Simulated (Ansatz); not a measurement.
## Si (Fd-3m), an elastic constant from a strain scan

Method: DFT r2SCAN, scalar-relativistic, plane waves, PAW in Ansatz. Cutoff 500 eV, Γ-centred 10×10×10 k-points, Gaussian smearing of 0.05 eV. No spin polarisation. Energies are free energies at this smearing, counted from the undisturbed cell; pressure is positive in compression.

The undisturbed cell (as given, not relaxed at this level; it stands at 0.7 GPa):

```xyz
2
Lattice="0.0000 2.7155 2.7155 2.7155 0.0000 2.7155 2.7155 2.7155 0.0000" Properties=species:S:1:pos:R:3 pbc="T T T"
Si    2.7155    2.7155    2.7155
Si    4.0732    4.0732    4.0732
```

The cell is strained by ε times the Voigt pattern (0, 0, 0, 0, 1, 0) (xx, yy, zz, yz, xz, xy; engineering shear) with fractional coordinates fixed. The cell holds 2 atoms in V0 = 40.05 Å³. The stress column is τ = (1/V0) dE/dε, got from the stress tensor σ (compression positive) at each point as −det(1 + εP) σ : P(1 + εP)⁻¹, with P the pattern as a tensor.

| ε | ΔE (meV/atom) | τ (GPa) |
| --- | --- | --- |
| -0.0175 | 2.103 | -1.923 |
| -0.0150 | 1.545 | -1.648 |
| -0.0125 | 1.073 | -1.374 |
| -0.0100 | 0.687 | -1.099 |
| -0.0075 | 0.386 | -0.824 |
| -0.0050 | 0.172 | -0.549 |
| -0.0025 | 0.043 | -0.275 |
| 0.0000 | 0.000 | 0.000 |
| 0.0025 | 0.043 | 0.275 |
| 0.0050 | 0.172 | 0.549 |
| 0.0075 | 0.386 | 0.824 |
| 0.0100 | 0.687 | 1.099 |
| 0.0125 | 1.073 | 1.374 |
| 0.0150 | 1.545 | 1.648 |
| 0.0175 | 2.103 | 1.923 |
| 0.0200 | ? | ? |

**Question.** Which combination of elastic constants does this scan measure, and how large is it?

**Answer.** For small ε, τ = τ0 + Kε with K = pᵀCp, which for this pattern is C44 in the cubic axes. The parabola through τ at ε = -0.0025, 0 and 0.0025 has slope K = 110 GPa at zero. The energies per cell, E = NΔE, of the wider pair ε = ±0.0175 give K = 2[E(ε₊)/ε₊ − E(ε₋)/ε₋]/[(ε₊ − ε₋)V0] = 110 GPa, in agreement. These are clamped-ion values.

**Question.** Predict the withheld row at ε = 0.0200 from the harmonic law, and compare.

**Answer.** ΔE = V0(τ0 ε + Kε²/2)/N = 2.746 meV/atom and τ = 2.20 GPa. The calculation gives 2.747 meV/atom and 2.20 GPa, a miss of 0.01 meV/atom at most, so the harmonic law still holds here.

Forces appear on the atoms along this scan, and letting them relax would lower the energy and soften the response.